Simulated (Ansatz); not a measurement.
Stationary points along a deformation path in AlCo

Method: DFT PBEsol, scalar-relativistic, plane waves, PAW (Ansatz 0.2.0). Cutoff 420 eV, Γ-centred 18×18×18 k-points, Gaussian smearing of 0.15 eV. No spin polarisation. A magnetic state may lie lower. Energies are free energies at this smearing, counted from the undisturbed cell; pressure is positive in compression.

The starting cell (as given, not relaxed at this level; it stands at 0.7 GPa, and it needn't be the usual structure):

```
CELL_PARAMETERS angstrom
2.81940 0.00000 0.00000
0.00000 2.81940 0.00000
0.00000 0.00000 2.81940
ATOMIC_POSITIONS crystal
Al 0.00000 0.00000 0.00000
Co 0.50000 0.50000 0.50000
```

At fixed volume and fractional coordinates, lengths along (0.577, 0.577, 0.577) are scaled against those across it; ρ is that ratio over its starting value. V = 11.206 Å³/atom. Δσ is the stress along the axis less the mean stress across it (compression positive).

```
    ρ  ΔE (meV/atom)  Δσ (GPa) space group
0.500         6804.4    562.32         R-3m
0.600         3139.9    319.78         R-3m
0.710         1231.0    176.71         R-3m
0.850          231.7     66.76         R-3m
0.930           41.5     25.62         R-3m
1.000            0.0      0.00        Pm-3m
1.080           38.5    -20.35         R-3m
1.200          187.2    -38.25         R-3m
1.410          524.8    -48.45         R-3m
1.700          907.3    -35.08         R-3m
2.000         1055.6      0.00        Fm-3m
```

Problem. How does the stress give the slope of the energy, and where is the energy stationary?

Solution. Along the path d ln(length) is 2/3 d ln ρ on the axis and −1/3 d ln ρ across it, so dE/d ln ρ = −(2/3) V Δσ: the energy falls with ρ where Δσ is positive. Δσ vanishes or changes sign at ρ = 1.000 (Pm-3m), a minimum at 0.0 meV/atom; at ρ = 2.000 (Fm-3m, an end of the scan), at 1055.6 meV/atom. Pairs of stationary points between two samples would go unseen, and could change a minimum read from distant neighbours into a maximum. At ρ = 1.000, 2.000 the cell is cubic, where symmetry alone makes the stress isotropic and the slope zero.

Problem. Which shear constant sets the curvature at ρ = 1?

Solution. For a cubic crystal E/V = (2/3) C (ln ρ)² with C = C44, so Δσ = −2C ln ρ. The parabola of Δσ against ln ρ through ρ = 0.930, 1 and 1.080 gives C ≈ 155 GPa with the ions clamped, rough because the steps are large. It is the stress–strain coefficient at this cell's pressure of 0.7 GPa, not the zero-pressure constant.

In a metal these slopes depend on the k mesh and the smearing.

Cost: 11 runs of about 1.6 core-minutes in all, on Intel Xeon Platinum 8375C (Ice Lake) (shared hosts).